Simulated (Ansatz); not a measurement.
Ti₂InC:
```xyz
8
Lattice="3.1317 0.0000 0.0000 -1.5658 2.7121 0.0000 0.0000 0.0000 14.1349" Properties=species:S:1:pos:R:3 pbc="T T T"
Ti     1.5658     0.9040     8.1781
Ti     0.0000     1.8081     5.9568
Ti     0.0000     1.8081     1.1107
Ti     1.5658     0.9040    13.0242
In     1.5658     0.9040     3.5337
In     0.0000     1.8081    10.6012
C      0.0000     0.0000     7.0675
C      0.0000     0.0000     0.0000
```

Relaxed with r²SCAN. Special points in fractions of this cell's reciprocal vectors: Γ (0.000, 0.000, 0.000); M (0.500, 0.000, 0.000); K (0.333, 0.333, 0.000); A (0.000, 0.000, 0.500); L (0.500, 0.000, 0.500); H (0.333, 0.333, 0.500).

Problem. List the band energies nearest the Fermi level at these points for DFT-r²SCAN in the program Ansatz with PAW potentials.

Solution. In eV from the Fermi level; about four levels below and three above (degenerate sets whole), none deeper than 8.9 eV; points with the same levels are listed once.

| k | below | above |
|---|---|---|
| Γ | -2.85 -2.85 -2.84 -2.84 -2.03 | 0.70 0.72 0.72 0.72 0.72 |
| M | -1.42 -1.34 -1.03 -1.02 | 1.85 2.08 2.11 |
| K | -1.04 -1.01 -1.01 -0.13 | 1.23 1.43 1.43 |
| A | -2.85 -2.85 -2.85 -2.85 -2.46 -2.46 | 0.72 0.72 0.72 0.72 |
| L | -1.37 -1.37 -1.02 -1.02 | 1.98 1.98 2.21 2.21 |
| H | -1.22 -1.22 -0.91 -0.91 | 0.52 0.52 1.29 1.29 |

Space group P6_3/mmc. The workflow started from a Materials Project entry (that database holds measured and hypothetical structures alike); the Crystallography Open Database copy checked does not list it. Its standing as an ambient phase is unchecked. The cell was relaxed with r²SCAN under the symmetry of its start; whether a distortion lowers the energy is not shown. No spin polarisation was allowed. Spin–orbit coupling is left out wherever it is not named.

Potentials: the later of the program's two PAW sets.
